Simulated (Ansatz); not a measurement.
NbAlB:
```
NbAlB
1.0
    1.66893    -7.31766     0.00000
    1.66893     7.31766     0.00000
    0.00000     0.00000     3.10250
Al B Nb
2 2 2
Direct
  0.70084   0.29916   0.25000
  0.29916   0.70084   0.75000
  0.46972   0.53028   0.75000
  0.53028   0.46972   0.25000
  0.08858   0.91142   0.75000
  0.91142   0.08858   0.25000
```

Relaxed with r²SCAN.

Q: Map the electron localisation function on the plane through (0.701, 0.299, 0.250) spanned by u = [0, 0, 1] and v = [1, -1, 0] in lattice vectors, from the program Ansatz at the r²SCAN level (PAW).

A: x is the fraction of u, y of v (the angle between them is 90°; rows are the nearest grid lines); atoms in the plane: Al at (0.00, 0.00), Al at (0.50, 0.60), B at (0.50, 0.77), B at (0.00, 0.83), Nb at (0.50, 0.39), Nb at (0.00, 0.21).
```
y \ x   0.000  0.0625  0.188  0.250  0.375  0.438  0.562  0.625  0.750  0.812  0.938   1.00
------  -----  ------  -----  -----  -----  -----  -----  -----  -----  -----  -----  -----
1.00    0.022   0.088  0.063  0.307  0.555  0.544  0.544  0.555  0.307  0.063  0.088  0.022
0.925   0.584   0.576  0.528  0.503  0.477  0.474  0.474  0.477  0.503  0.528  0.576  0.584
0.850   0.053   0.114  0.586  0.667  0.546  0.473  0.473  0.546  0.667  0.586  0.114  0.053
0.775   0.560   0.601  0.750  0.758  0.245  0.012  0.012  0.245  0.758  0.750  0.601  0.560
0.700   0.319   0.330  0.418  0.487  0.618  0.655  0.655  0.618  0.487  0.418  0.330  0.319
0.625   0.643   0.647  0.630  0.502  0.044  0.010  0.010  0.044  0.502  0.630  0.647  0.643
0.550   0.289   0.308  0.431  0.489  0.479  0.426  0.426  0.479  0.489  0.431  0.308  0.289
0.450   0.580   0.527  0.224  0.160  0.290  0.399  0.399  0.290  0.160  0.224  0.527  0.580
0.375   0.310   0.241  0.300  0.623  0.712  0.430  0.430  0.712  0.623  0.300  0.241  0.310
0.300   0.196   0.198  0.213  0.214  0.194  0.187  0.187  0.194  0.214  0.213  0.198  0.196
0.225   0.297   0.470  0.770  0.612  0.173  0.241  0.241  0.173  0.612  0.770  0.470  0.297
0.150   0.486   0.441  0.204  0.160  0.368  0.521  0.521  0.368  0.160  0.204  0.441  0.486
0.0750  0.766   0.754  0.653  0.569  0.398  0.346  0.346  0.398  0.569  0.653  0.754  0.766
0.000   0.022   0.088  0.063  0.307  0.555  0.544  0.544  0.555  0.307  0.063  0.088  0.022
```

The density is the valence pseudo-density with augmentation charge, so density and ELF within about 1 Å of a nucleus are not all-electron values.

Space group Cmcm. The start of the workflow was typed in or built on a structure type; neither database checked (COD, Materials Project) lists it. Its standing as an ambient phase is unchecked. Symmetry was held in the r²SCAN relaxation; whether a distortion lowers the energy is not shown. No spin polarisation was allowed.

Potentials: the later of the program's two PAW sets.
